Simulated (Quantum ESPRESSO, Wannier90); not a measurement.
## TiAl (P4/mmm): Wannier90 run

Structure: Materials Project mp-1953, symmetrised, not relaxed again. COD (Crystallography Open Database) has an entry of this formula and space group (matched by these alone). Method: PBEsol plane waves in Quantum ESPRESSO 7.5 (PseudoDojo norm-conserving files, 68 Ry, no spin polarisation, no spin-orbit coupling), Bloch states on a 12×12×8 mesh through Γ, Wannier90 4.0.1. Density: 14×14×10 mesh, cold smearing 0.01 Ry.

On the energy scale of pw.x, whose zero is arbitrary, the Fermi level lies at 11.02 eV.

Input w.win:

```
num_bands = 1
num_wann = 1
exclude_bands = 2-26
num_iter = 800
conv_tol = 1.0e-6
conv_window = 4
write_hr = true
write_u_matrices = true
auto_projections = true
begin unit_cell_cart
ang
    2.8107500000    0.0000000000    0.0000000000
    0.0000000000    2.8107500000    0.0000000000
    0.0000000000    0.0000000000    4.0664200000
end unit_cell_cart
begin atoms_frac
Ti   0.5000000000  0.5000000000  0.5000000000
Al   0.0000000000  0.0000000000  0.0000000000
end atoms_frac
mp_grid = 12 12 8
begin kpoints
0.0000000000 0.0000000000 0.0000000000
0.0000000000 0.0000000000 0.1250000000
0.0000000000 0.0000000000 0.2500000000
... (1149 more lines: the 12x12x8 mesh through Gamma)
end kpoints
```

Input of pw2wannier90.x that gives the overlap and projection files (equivalent; here they were cut from one run over all bands):

```
&inputpp
  outdir = './out'
  prefix = 'pwscf'
  seedname = 'w'
  write_amn = .true.
  write_mmn = .true.
  atom_proj = .true.
  atom_proj_exclude = 2 3 4 5 6 7 8 9 10 11 12 13 14
/
```

Output w.wout (banner and timings cut):

```
                                    ------
                                    SYSTEM
                                    ------

                              Lattice Vectors (Ang)
                    a_1     2.810750   0.000000   0.000000
                    a_2     0.000000   2.810750   0.000000
                    a_3     0.000000   0.000000   4.066420

                   Unit Cell Volume:      32.12600  (Ang^3)

                        Reciprocal-Space Vectors (Ang^-1)
                    b_1     2.235412   0.000000   0.000000
                    b_2     0.000000   2.235412   0.000000
                    b_3     0.000000   0.000000   1.545139

 *----------------------------------------------------------------------------*
 |   Site       Fractional Coordinate          Cartesian Coordinate (Ang)     |
 +----------------------------------------------------------------------------+
 | ti   1   0.50000   0.50000   0.50000   |    1.40538   1.40538   2.03321    |
 | al   1   0.00000   0.00000   0.00000   |    0.00000   0.00000   0.00000    |
 *----------------------------------------------------------------------------*
                                ------------
                                K-POINT GRID
                                ------------

             Grid size = 12 x 12 x  8      Total points = 1152

 *---------------------------------- MAIN ------------------------------------*
 |  Number of Wannier Functions               :                 1             |
 |  Number of Objective Wannier Functions     :                 1             |
 |  Number of input Bloch states              :                 1             |
 |  Output verbosity (1=low, 5=high)          :                 1             |
 |  Timing Level (1=low, 5=high)              :                 1             |
 |  Optimisation (0=memory, 3=speed)          :                 3             |
 |  Length Unit                               :               Ang             |
 |  Post-processing setup (write *.nnkp)      :                 F             |
 |  Using Gamma-only branch of algorithms     :                 F             |
 *----------------------------------------------------------------------------*
 *------------------------------- WANNIERISE ---------------------------------*
 |  Total number of iterations                :               800             |
 |  Number of CG steps before reset           :                 5             |
 |  Trial step length for line search         :             2.000             |
 |  Convergence tolerence                     :         0.100E-05             |
 |  Convergence window                        :                 4             |
 |  Iterations between writing output         :                 1             |
 |  Iterations between backing up to disk     :               100             |
 |  Write r^2_nm to file                      :                 F             |
 |  Write xyz WF centres to file              :                 F             |
 |  Write on-site energies <0n|H|0n> to file  :                 F             |
 |  Use guiding centre to control phases      :                 F             |
 |  Use phases for initial projections        :                 F             |
 *----------------------------------------------------------------------------*
 *-------------------------------- PLOTTING ----------------------------------*
 |  Plotting Hamiltonian in WF basis          :                 T             |
 *----------------------------------------------------------------------------*

 *---------------------------------- K-MESH ----------------------------------*
 +----------------------------------------------------------------------------+
 |                    Distance to Nearest-Neighbour Shells                    |
 |                    ------------------------------------                    |
 |          Shell             Distance (Ang^-1)          Multiplicity         |
 |          -----             -----------------          ------------         |
 |             1                   0.186284                      4            |
 |             2                   0.193142                      2            |
 |             3                   0.263446                      4            |
 |             4                   0.268339                      8            |
 |             5                   0.326661                      8            |
 |             6                   0.372569                      4            |
 |             7                   0.386285                      2            |
 |             8                   0.416545                      8            |
       ... (lines left out)
 +----------------------------------------------------------------------------+
 | The b-vectors are chosen automatically                                     |
 | The following shells are used:                       1,  2                 |
 +----------------------------------------------------------------------------+
 |                        Shell   # Nearest-Neighbours                        |
 |                        -----   --------------------                        |
 |                          1               4                                 |
 |                          2               2                                 |
 +----------------------------------------------------------------------------+
 | Completeness relation is fully satisfied [Eq. (B1), PRB 56, 12847 (1997)]  |
 +----------------------------------------------------------------------------+
 |                  b_k Vectors (Ang^-1) and Weights (Ang^2)                  |
 |                  ----------------------------------------                  |
 |            No.         b_k(x)      b_k(y)      b_k(z)        w_b           |
 |            ---        --------------------------------     --------        |
 |             1         0.000000    0.186284    0.000000    14.408448        |
 |             2         0.186284    0.000000    0.000000    14.408448        |
 |             3         0.000000   -0.186284    0.000000    14.408448        |
 |             4        -0.186284    0.000000    0.000000    14.408448        |
 |             5         0.000000    0.000000    0.193142    13.403392        |
 |             6         0.000000    0.000000   -0.193142    13.403392        |
 +----------------------------------------------------------------------------+
 |                           b_k Directions (Ang^-1)                          |
 |                           -----------------------                          |
 |            No.           x           y           z                         |
 |            ---        --------------------------------                     |
 |             1         0.000000    0.186284    0.000000                     |
 |             2         0.186284    0.000000    0.000000                     |
 |             3         0.000000    0.000000    0.193142                     |
 +----------------------------------------------------------------------------+

 Starting a new Wannier90 calculation ...

 Reading overlaps from w.mmn

 Reading projections from w.amn

 *------------------------------- WANNIERISE ---------------------------------*
 +--------------------------------------------------------------------+<-- CONV
 | Iter  Delta Spread     RMS Gradient      Spread (Ang^2)            |<-- CONV
 +--------------------------------------------------------------------+<-- CONV

 ------------------------------------------------------------------------------
 Initial State
  WF centre and spread    1  (  1.405375,  1.405375,  2.033210 )     0.32828519
  Sum of centres and spreads (  1.405375,  1.405375,  2.033210 )     0.32828519

      0     0.328E+00     0.0000000000        0.3282851960  <-- CONV
        O_D=      0.0000000 O_OD=      0.0000000 O_TOT=      0.3282852 <-- SPRD
 ------------------------------------------------------------------------------
      1     0.000E+00     0.0000000001        0.3282851960  <-- CONV
        O_D=      0.0000000 O_OD=      0.0000000 O_TOT=      0.3282852 <-- SPRD
      2     0.000E+00     0.0000000001        0.3282851960  <-- CONV
        O_D=      0.0000000 O_OD=      0.0000000 O_TOT=      0.3282852 <-- SPRD
      3     0.000E+00     0.0000000001        0.3282851960  <-- CONV
        O_D=      0.0000000 O_OD=      0.0000000 O_TOT=      0.3282852 <-- SPRD
      4     0.000E+00     0.0000000001        0.3282851960  <-- CONV
        O_D=      0.0000000 O_OD=      0.0000000 O_TOT=      0.3282852 <-- SPRD
             <<<     Delta < 1.000E-06  over  4 iterations     >>>
             <<< Wannierisation convergence criteria satisfied >>>
 Final State
  WF centre and spread    1  (  1.405375,  1.405375,  2.033210 )     0.32828519
  Sum of centres and spreads (  1.405375,  1.405375,  2.033210 )     0.32828519

         Spreads (Ang^2)       Omega I      =     0.328285196
        ================       Omega D      =     0.000000000
                               Omega OD     =     0.000000000
    Final Spread (Ang^2)       Omega Total  =     0.328285196
```
